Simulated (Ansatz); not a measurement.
# Al: moving Al off its site

Al, Fm-3m, a = 3.963 Å. Ansatz: PBEsol+D3(BJ), PAW, 420 eV, Γ-centred 14×14×14 mesh on 8 atoms, Gaussian smearing 0.15 eV; no spin polarisation.

```
Al
1.0
    -3.96256    3.96256    0.00000
    -3.96256    0.00000    3.96256
     0.00000    3.96256    3.96256
Al
8
Direct
  0.00000 0.00000 0.00000
  0.50000 0.00000 0.00000
  0.00000 0.50000 0.00000
  0.00000 0.00000 0.50000
  0.50000 0.50000 0.00000
  0.50000 0.00000 0.50000
  0.00000 0.50000 0.50000
  0.50000 0.50000 0.50000
```

Atom 1 (Al) moves by x along the unit vector (1.000, 0.000, 0.000), with its periodic images; all else is held. y is the free energy of the cell over the start, F the force along the path summed over the moved atoms. Symmetry makes y even in x.

```tsv
x (Å)	y (meV)	F (eV/Å)
-0.450	?	?
-0.150	62.9	0.84
0.000	0.0	0.00
0.075	15.7	-0.42
0.225	142.7	-1.29
0.300	256.4	-1.75
0.375	405.7	-2.24
```

**Question.** Fit y = c2 x² + c4 x⁴ to the energies of the other rows, give the force constant, and predict energy and force of the missing row.

**Answer.** Least squares on the rows shown. y = 2782.4 x² + 730.90 x⁴. The force constant is 2 c2 = 5.56 eV/Å² (for all images moving together, not for a lone atom). The force −dy/dx at the missing row is 2.77 eV/Å (computed 2.75). At x = -0.450 the fit asked for gives 593.4 meV. The run gave 592.6 meV, so the fit is 0.8 meV too high, a small miss on the scale of the series. The form still works here, 20 % of the fitted range beyond its end.

Cost: 7 runs of about 2.1 core-minutes in all, on Intel Xeon 6975P-C (Granite Rapids) (shared hosts).